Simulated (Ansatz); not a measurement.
Values for one crystal, relaxed and computed with PBEsol in the plane-wave PAW code Ansatz; other levels are named.

```yaml
volume_per_atom: 12.49 Å³
electronic_character: metallic (no gap)
Density of states at the Fermi level: 0.43 states/eV per atom (mean over ±0.08 eV)
Bulk modulus (Birch–Murnaghan fit): 187 GPa
Pressure derivative B′: 4.6
Formation energy from the elements (no fitted shifts): -55 kJ/mol of atoms
```

Question: Pick the material that matches.
(A) NaBPt3, P6/mmm (B on 2d, Pt on 6i, Na on 1a, Na on 1b)
(B) BaNbNO2, P4/mmm (Ba on 1a, Nb on 1d, N on 1c, O on 2e)
(C) NbAlB, Cmcm (Al on 4c, B on 4c, Nb on 4c)
(D) InSb, Cmcm (In on 4c, In on 8f, Sb on 4c, Sb on 8f)

Answer: C, NbAlB, Cmcm (Al on 4c, B on 4c, Nb on 4c)

The start of the workflow was typed in or built on a structure type; neither database checked (COD, Materials Project) lists it. Whether it is the stable phase at ambient conditions was not checked. The cell was relaxed with PBEsol under the symmetry of its start; whether a distortion lowers the energy is not shown. The run is not spin-polarised. The references are the lowest solids computed at this level, not always the standard phases. Spin–orbit coupling is left out wherever it is not named.

Potentials: the later of the program's two PAW sets.
